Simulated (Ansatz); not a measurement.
BaNbNO2:
```xyz
5
Lattice="4.0543 0.0000 0.0000 0.0000 4.0543 0.0000 0.0000 0.0000 4.0622" Properties=species:S:1:pos:R:3 pbc="T T T"
Ba     0.0000     0.0000     0.0000
Nb     2.0271     2.0271     2.0311
N      2.0271     2.0271     0.0000
O      0.0000     2.0271     2.0311
O      2.0271     0.0000     2.0311
```

Relaxed with LDA. Special points in fractions of this cell's reciprocal vectors: Γ (0.000, 0.000, 0.000); X (0.000, 0.500, 0.000); M (0.500, 0.500, 0.000); Z (0.000, 0.000, 0.500); R (0.000, 0.500, 0.500); A (0.500, 0.500, 0.500).

Problem. List the band energies nearest the Fermi level at these points for plane-wave PAW LDA (Ansatz code).

Solution. In eV from the Fermi level; about four levels below and three above (degenerate sets whole), none deeper than 8.9 eV; points with the same levels are listed once.

```
k                          below           above
-  -----------------------------  --------------
Γ  -2.73 -2.73 -0.37 -0.37 -0.07  0.12 0.12 0.15
X        -3.61 -1.89 -1.23 -0.05  0.35 2.57 2.77
M        -2.14 -0.40 -0.40 -0.38  2.82 2.82 3.48
Z        -2.73 -2.73 -2.43 -2.43  0.13 4.01 4.01
R        -3.27 -2.94 -2.78 -0.55  2.62 3.95 3.97
A  -4.10 -4.10 -2.10 -0.36 -0.36  3.79 4.67 4.67
```

Space group P4/mmm. The first step of the workflow began from a Materials Project structure, measured or hypothetical; the Crystallography Open Database copy checked does not list it. With N and O taken as one species the cell has the higher symmetry Pm-3m, so it may be an ordered model of a mixed-site phase. Its standing as an ambient phase is unchecked. The LDA relaxation kept the symmetry of its start. At this level the phase is dynamically unstable (imaginary phonons). The run is not spin-polarised. A small band overlap can be real or an error of a semilocal functional. The Fermi level of a semimetal is unsure by some 0.05 eV on such meshes. Spin–orbit coupling is left out wherever it is not named.

Potentials: the later of the program's two PAW sets.
